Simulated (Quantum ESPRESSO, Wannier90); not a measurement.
# Tight-binding from DFT: CsPbCl₃ (cubic perovskite)

```yaml
crystal:
  lattice:
    - [5.67984, 0.00000, 0.00000]
    - [0.00000, 5.67984, 0.00000]
    - [0.00000, 0.00000, 5.67984]
  atoms:
    - { symbol: Cs, position: [0.00000, 0.00000, 0.00000] }
    - { symbol: Pb, position: [0.50000, 0.50000, 0.50000] }
    - { symbol: Cl, position: [0.00000, 0.50000, 0.50000] }
    - { symbol: Cl, position: [0.50000, 0.00000, 0.50000] }
    - { symbol: Cl, position: [0.50000, 0.50000, 0.00000] }
```

Structure: Materials Project mp-23037, symmetrised, not relaxed again. COD (Crystallography Open Database) records the formula in this space group. Ideal cubic forms of this type are often high-temperature phases that distort on cooling; symmetry holds the cell here, and its stability was not tested. Level: PBEsol, no spin polarisation, no spin-orbit coupling; pw.x of Quantum ESPRESSO at 50 Ry with PseudoDojo potentials, 4×4×4 k-points, Wannier90. Density: 6×6×6 mesh, cold smearing 0.01 Ry. Spin-orbit coupling is left out although heavy elements are present.

Functional, cutoff and mesh named above are those of the base row (4×4×4); the first column says what each row takes instead. Model: 12 functions from bands 7-9,14-22, start SCDM (isolated) (the valence bands). Energies are relative to the valence-band maximum; the misfit is to pw.x on a path, for all bands of the set. Only the mesh of Bloch states changes. Ω_total can sit in another minimum from row to row; Ω_I of an isolated set cannot.

```json
[
 {"mesh": "2×2×2", "Ω_I (Å²)": "13.70", "Ω_total (Å²)": "16.09", "rms misfit (meV)": "36", "k-points (cost)": "8", "rough cost of nscf and overlaps (first row = 1)": "1.0"},
 {"mesh": "3×3×3", "Ω_I (Å²)": "…", "Ω_total (Å²)": "19.40", "rms misfit (meV)": "54", "k-points (cost)": "27", "rough cost of nscf and overlaps (first row = 1)": "2.5"},
 {"mesh": "4×4×4", "Ω_I (Å²)": "17.76", "Ω_total (Å²)": "20.33", "rms misfit (meV)": "9.7", "k-points (cost)": "64", "rough cost of nscf and overlaps (first row = 1)": "7"},
 {"mesh": "5×5×5", "Ω_I (Å²)": "18.54", "Ω_total (Å²)": "21.14", "rms misfit (meV)": "17", "k-points (cost)": "125", "rough cost of nscf and overlaps (first row = 1)": "13"}
]
```

Task: Fill in the missing entries.

Result: 
- 3×3×3, Ω_I (Å²): 16.83
